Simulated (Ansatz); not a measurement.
The cell comes from COD entry 2002799, which wasn't checked; take it as a given geometry.

Below is the log of a run of Ansatz 0.2.0.

```
Ti: projections on atomic orbitals take those of the free atom 1s2 2s2 2p6 3s2 3p6 3d2 4s2, of charge +0.00 (hamiltonian.pseudopotentials.projection_atoms)
B: projections on atomic orbitals take those of the free atom 1s2 2s2 2p1, of charge +0.00 (hamiltonian.pseudopotentials.projection_atoms)
LAPW: plane waves up to 9.030 Å⁻¹, error target 1.0e-3 eV per atom; small_component_spin mean_spin; B in spheres of 0.874 Å, 5 of its electrons in bands, Dirac shells []; Ti in spheres of 1.240 Å, 18 of its electrons in bands, Dirac shells []
Engine: ansatz 0.2.0
Pseudopotentials: kind: all_electron
Pseudopotential: Ti, LAPW, valence charge 18, Koelling and Harmon's equation, gaussian nucleus
Pseudopotential: B, LAPW, valence charge 5, Koelling and Harmon's equation, gaussian nucleus
Functional definition: PBEsol
  exchange = pbesol_x
  correlation = pbesol_c
Crystal: 3 atoms, lattice volume = 25.655 Å³
Basis set: ecut = 310.6916534520061 eV, 327 PW (Γ), exchange–correlation at level 2
Bands: 18, of which v1, the nominal top of the filled ones, is band 14 counted from 1 (13 counted from 0)
Symmetry: 24 space group operations
Space group: P6/mmm (ITA 191), of the structure as read, at distance tolerance 2.9e-5 Å
k-points: 189 of 2925
Non-local potential: Ti, projectors of the file, none
Non-local potential: B, projectors of the file, none
Initial density: superposition of atomic densities (chi_scale 0.1, normalization cell, long waves kept (reshape's long-wave potential 0.00 eV rms))
Initial wavefunctions: plane waves of lowest kinetic energy (no species holds an atomic orbital)
Functional: x = pbesol(κ = 0.804, μ = 0.12345679012345678), c = pbesol(β = 0.046)
iter 1 solved again at ethr=1.55e-2 eV; its pass at ethr=1.00e-1 eV (dr2=4.34e0 eV) is discarded
SCF iter   1: F=—  HF=-24558.632153 eV  |F-HF|=—  |Δ(HF+E_count)|=         —  Δρ=9.84e-2  dr2=4.35e0  ethr=1.55e-2  ⟨swp⟩=2.0  Hψ=22278  notcnv=0
preconditioner: auto → none  [metal: Δε(μ)=0.069 eV  Ē_g=9.746 eV  σ=0.080 eV  W_gap=0.21  n_scr=8 (ndim 8)  ℏωp=23.2 eV  f_vac=0.000  D(μ)=0.36/eV (n_scr^D=0)  sad-step TF]
iter 2 solved again at ethr=5.16e-4 eV; its pass at ethr=1.55e-2 eV (dr2=1.44e-1 eV) is discarded
SCF iter   2: F=—  HF=-24557.018479 eV  |F-HF|=—  |Δ(HF+E_count)|=    1.61e0  Δρ=2.19e-2  dr2=1.43e-1  ethr=5.16e-4  ⟨swp⟩=2.0  Hψ=17293  notcnv=0
SCF iter   3: F=—  HF=-24556.867380 eV  |F-HF|=—  |Δ(HF+E_count)|=         —  Δρ=8.54e-3  dr2=1.34e-2  ethr=5.12e-4  ⟨swp⟩=3.0  Hψ=10775  notcnv=0
the basis was enlarged: its passes take 54.7 KiB over the memory plan, 1 of 1 planned eigensolver slots
SCF iter   4: F=—  HF=-24556.856030 eV  |F-HF|=—  |Δ(HF+E_count)|=   1.13e-2  Δρ=2.42e-3  dr2=9.12e-4  ethr=4.77e-5  ⟨swp⟩=3.0  Hψ=9942  notcnv=0
SCF iter   5: F=—  HF=-24556.855604 eV  |F-HF|=—  |Δ(HF+E_count)|=   4.26e-4  Δρ=3.66e-4  dr2=2.53e-5  ethr=3.26e-6  ⟨swp⟩=2.7  Hψ=9681  notcnv=0
SCF iter   6: F=—  HF=-24556.855597 eV  |F-HF|=—  |Δ(HF+E_count)|=   7.14e-6  Δρ=2.98e-5  dr2=1.62e-7  ethr=9.03e-8  ⟨swp⟩=2.2  Hψ=9534  notcnv=0
SCF iter   7: F=-24556.855597 eV  HF=-24556.855597 eV  |F-HF|=2.28e-8  |Δ(HF+E_count)|=   3.56e-8  Δρ=6.59e-6  dr2=1.37e-8  ethr=5.78e-10  ⟨swp⟩=2.9  Hψ=10000  notcnv=0
SCF 1 converged in 7 iterations: F = -24556.855597 eV  dr2 = 1.37e-8
NSCF: frozen V_eff on 113 k-points
SCF converged after 7 iterations
Free energy (F): -24556.855597 eV
Harris-Foulkes:  -24556.855597 eV  (|F-HF|=2.28e-8)
Internal energy: -24556.847565 eV  (E = F + TS)
E sigma→0 (E₀):  -24556.851581 eV
Entropy (-TS):   -0.008032 eV (-2.677 meV/atom)
Fermi energy:    15.545939 eV
--- Per-component energies (eV) ---
  E_band       = -3246.225959
  E_kinetic    = 24767.780517
  E_xc         = -1339.735347
  E_electrostatic = -47984.892735  (all electrons and nuclei)
  E_smearing   = -0.008032  (= −TS)
  E_closure    = 0.000000  (closes the sum)
  E_atoms      = -24532.065373  (free atoms, spherical and without spin; not in F)
  Σ components = -24556.855597   (vs F -24556.855597, Δ=0.00e0)
  Basis errors (estimates in eV, not in F): energy 3.9e-4 per atom: plane waves 3.6e-4 (1.9e-4 summed), levels above the bands 3.4e-28, relativity 6.2e-9, radial functions 3.8e-5, core shells 1.6e-7; eigenvalues (radial functions only) 3.6e-6; not estimated: angular momenta, meshes, grids; target (lapw.basis_error) 1.0e-3; muffin-tin radii B 0.874 Å, Ti 1.240 Å
--- Forces (eV/Å), atoms counted from 1 ---
  atom   1  Ti     0.00000000    -0.00000000     0.00000000
  atom   2  B      0.00000000    -0.00000000     0.00000000
  atom   3  B      0.00000000     0.00000000     0.00000000
  max |Σ_I F_I| component: 3.70e-17 eV/Å
--- Stress (GPa, compression-positive) ---
       -4.236959       0.000000       0.000000
        0.000000      -4.236959       0.000000
        0.000000       0.000000      -6.998114
  P = ⅓ Tr σ = -5.1573 GPa (-51.573 kbar)
--- Band table (eV; the first three rows and the last of 189) ---
  k-point 0: bands = ["-422.5737", "-422.5367", "-422.5367", "-156.3292", "-156.3117", "-41.1359", "-17.6045", "-17.2861", "-17.2861", "2.0552", "12.9344", "12.9344", "13.2246", "13.3832", "17.4378", "17.4378", "19.2172", "19.2172"]
  k-point 1: bands = ["-422.5737", "-422.5367", "-422.5367", "-156.3292", "-156.3117", "-41.1351", "-17.6164", "-17.2852", "-17.2852", "2.1348", "12.3182", "12.9969", "12.9969", "14.2072", "17.2316", "17.2316", "19.0784", "19.0784"]
  k-point 2: bands = ["-422.5737", "-422.5367", "-422.5367", "-156.3292", "-156.3117", "-41.1327", "-17.6495", "-17.2825", "-17.2825", "2.3665", "11.2866", "13.1832", "13.1832", "15.0158", "16.7682", "16.7682", "18.6873", "18.6873"]
  k-point 188: bands = ["-422.5737", "-422.5367", "-422.5367", "-156.3204", "-156.3204", "-41.0587", "-17.6983", "-17.5455", "-17.5455", "6.9999", "6.9999", "9.7850", "12.3816", "12.3816", "18.0531", "19.6866", "19.6866", "20.1851"]
--- Löwdin populations: 3 sites ---
  site symbol       q [e]
     0     Ti     21.1335
     1      B      5.4155
     2      B      5.4155
  spilling = 0.001111 (of n_electrons = 32.000000)
```

The cell and starting positions:

```
CELL_PARAMETERS angstrom
3.02920 0.00000 0.00000
-1.51460 2.62336 0.00000
0.00000 0.00000 3.22840
ATOMIC_POSITIONS crystal
Ti 0.00000 0.00000 0.00000
B 0.33333 0.66667 0.50000
B 0.66667 0.33333 0.50000
```

Parts of the input that the log doesn't repeat:

```yaml
  band_path:
    path:
      - [0.0, 0.0, 0.0]
      - [0.5, 0.0, 0.0]
      - [0.3333333333, 0.3333333333, 0.0]
      - [0.0, 0.0, 0.0]
      - [0.0, 0.0, 0.5]
      - [0.5, 0.0, 0.5]
      - [0.3333333333, 0.3333333333, 0.5]
      - [0.0, 0.0, 0.5]
      - [0.5, 0.0, 0.5]
    npoints: 14
output:
  forces: true
  stress: true
  eigenvalues: true
  fatbands: true
  populations: true
  dos: { projected: true, de: 0.2, e_range: [-14, 8] }
```

Task: Write the input that produced this log.

Result: 
```yaml
crystal:
  lattice:
    - [3.0291982016, 0.0, 0.0]
    - [-1.5145991008, 2.6233625957, 0.0]
    - [0.0, 0.0, 3.2284]
  atoms:
    - { symbol: Ti, position: [0.0, 0.0, 0.0] }
    - { symbol: B, position: [0.3333333333, 0.6666666667, 0.5] }
    - { symbol: B, position: [0.6666666667, 0.3333333333, 0.5] }
kpoints:
  mp_grid: { grid: [15, 15, 13] }
  band_path:
    path:
      - [0.0, 0.0, 0.0]
      - [0.5, 0.0, 0.0]
      - [0.3333333333, 0.3333333333, 0.0]
      - [0.0, 0.0, 0.0]
      - [0.0, 0.0, 0.5]
      - [0.5, 0.0, 0.5]
      - [0.3333333333, 0.3333333333, 0.5]
      - [0.0, 0.0, 0.5]
      - [0.5, 0.0, 0.5]
    npoints: 14
scf:
  occupations: { method: fermi_dirac, width: 0.08 }
hamiltonian:
  xc: pbesol
  pseudopotentials: { kind: all_electron, lapw: { basis_error: 0.001 } }
output:
  forces: true
  stress: true
  eigenvalues: true
  fatbands: true
  populations: true
  dos: { projected: true, de: 0.2, e_range: [-14, 8] }
```
This is the input that was run; digits and keys that the log doesn't show could differ in an equivalent one.
